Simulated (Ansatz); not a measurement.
Os, DFT, PBEsol, all-electron LAPW, scalar-relativistic (Ansatz 0.2.0), run on 1 thread of Arm Neoverse V2 on a shared host.

The cell comes from COD entry 9017843, which wasn't checked; take it as a given geometry. The listed cell was then made from it by scaling, straining or moving an atom.

Command: `ansatz run input.yaml --threads 1 --pin off --max-ram 3072MiB --backend cpu --events-out ev --progress --plain --runs-dir out`

```yaml
crystal:
  lattice:
    - [2.7067589757, 0.0, 0.0]
    - [-1.3533794879, 2.344122035, 0.0]
    - [0.0, 0.0, 4.3197]
  atoms:
    - { symbol: Os, position: [0.3333333333, 0.6666666667, 0.25] }
    - { symbol: Os, position: [0.6666666667, 0.3333333333, 0.75] }
kpoints:
  mp_grid: { grid: [17, 17, 10] }
  band_path:
    path:
      - [0.0, 0.0, 0.0]
      - [0.5, 0.0, 0.0]
      - [0.3333333333, 0.3333333333, 0.0]
      - [0.0, 0.0, 0.0]
      - [0.0, 0.0, 0.5]
      - [0.5, 0.0, 0.5]
      - [0.3333333333, 0.3333333333, 0.5]
      - [0.0, 0.0, 0.5]
      - [0.5, 0.0, 0.5]
    npoints: 5
scf:
  occupations: { method: fermi_dirac, width: 0.08 }
hamiltonian:
  xc: pbesol
  pseudopotentials: { kind: all_electron, lapw: { basis_error: 0.001 } }
output:
  forces: true
  stress: true
  eigenvalues: true
```

(1) How large is the problem that the program sets up?

(2) About how long does it take, and how much memory does it use?

## Answers

(1) 198 irreducible k-points, 313 plane waves at Γ, 48 bands.

(2) 82 s of wall time for 8 SCF iterations, with a peak of 0.8 GiB. Times on shared machines scatter by tens of per cent.
